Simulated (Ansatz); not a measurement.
Each is relaxed and computed with the program Ansatz at the PBE level (PAW). Which is the only metal?
A) AlBN2, chalcopyrite
B) BAs, Pm-3n (B on 6c, As on 6d)
C) BC5, I-4m2 (B on 2c, C on 4e, C on 2b, C on 4f)
D) LiMgBN2, I-4m2 (Li on 2d, Mg on 2c, B on 2b, N on 4e)

C, BC5, I-4m2 (B on 2c, C on 4e, C on 2b, C on 4f). BC5: metal; LiMgBN2: gap 2.62 eV (indirect); AlBN2: gap 2.89 eV (direct); BAs: gap 0.57 eV (indirect). Typed or built starts, not in the databases checked: AlBN2, chalcopyrite; BAs, Pm-3n (B on 6c, As on 6d). Not the usual ambient phase: BAs, Pm-3n (B on 6c, As on 6d). Standing as an ambient phase not checked: BC5, I-4m2 (B on 2c, C on 4e, C on 2b, C on 4f); LiMgBN2, I-4m2 (Li on 2d, Mg on 2c, B on 2b, N on 4e). Perhaps ordered models of mixed-site phases: LiMgBN2, I-4m2 (Li on 2d, Mg on 2c, B on 2b, N on 4e). All cells were relaxed under the symmetry of their starts (and spin orders); stability against distortions was not tested throughout. Scalar-relativistic: spin–orbit coupling is off unless named, which matters more the heavier the elements.

Potentials: the later of the program's two PAW sets.
